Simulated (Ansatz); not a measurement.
Ge:
```cif
data_Ge4
_chemical_formula_sum 'Ge4'
_space_group_name_H-M_alt 'I41/amd :1'
_space_group_IT_number 141
_space_group_name_Hall 'I 4bw 2bw -1bw'
_cell_length_a 5.06993
_cell_length_b 5.06993
_cell_length_c 2.78402
_cell_angle_alpha 90.000
_cell_angle_beta 90.000
_cell_angle_gamma 90.000
loop_
_atom_site_label
_atom_site_type_symbol
_atom_site_symmetry_multiplicity
_atom_site_Wyckoff_symbol
_atom_site_fract_x
_atom_site_fract_y
_atom_site_fract_z
_atom_site_occupancy
Ge1 Ge 4 b 0.00000 0.00000 0.50000 1
```
(The calculation used a cell of 2 atoms; values per cell refer to that cell.)

Relaxed at zero pressure with LDA in the plane-wave PAW code Ansatz.

Problem. The volume is lowered by 6 % and shape and atoms relax at that volume. What pressure results, and how do the axes share the change?

Solution. 6.1 GPa; a -1.9 %, b -1.9 %, c -2.2 %; the energy rises by 19 meV/atom.

Problem. Give the new structure.

Solution. 
Space group I4₁/amd, origin choice 1 (No. 141); a = b = 4.972 Å, c = 2.722 Å, α = β = γ = 90.00°

| atom | site | symmetry | x | y | z |
|---|---|---|---|---|---|
| Ge | 4b | -4m2 | 0.0000 | 0.0000 | 0.5000 |

The phase is kept; no other phase was compared at this pressure.

Space group I4_1/amd (β-Sn type). This is a known high-pressure phase of the composition, computed here at zero pressure and temperature. The LDA relaxation kept the symmetry of its start; of distortions, only those at the zone centre were tested.

Potentials: the later of the program's two PAW sets.
